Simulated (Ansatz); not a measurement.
A distorted cell of CdSe (zinc blende):

```
CdSe
1.0
    0.00000     3.09814     3.09814
    3.09814     0.00000     3.09814
    3.09814     3.09814     0.00000
Se Cd
1 1
Direct
  0.75000   0.75000   0.75000
  0.06972   0.93028   0.93028
```

All values below come from PBE (plane waves to 420 eV, PAW, scalar-relativistic; Ansatz, an electronic-structure program). k mesh 8×8×8 (Γ-centred), Fermi-Dirac smearing 0.05 eV. Energies are smeared free energies. Stress and pressure are positive under compression. CdSe was relaxed with its symmetry unable to fall.

Problem. What forces act on the atoms (eV/Å, Cartesian)?

Solution. 
```
atom      Fx     Fy     Fz
----  ------  -----  -----
Se1   -1.592  0.000  0.000
Cd2    1.592  0.000  0.000
```

Problem. What is the stress tensor (GPa)?

Solution. 
```
   0.74     0.00     0.00
   0.00     4.03     6.22
   0.00     6.22     4.03
```
The pressure, a third of the trace, is 2.93 GPa.

Problem. In it atom 2 sits (-0.432, 0.000, 0.000) Å away from its relaxed site. What is its energy relative to the relaxed cell?

Solution. 361 meV/cell.

(For displaced atoms, the force is minus the slope of the energy, and its curvature is a force constant, which sets phonon frequencies.)
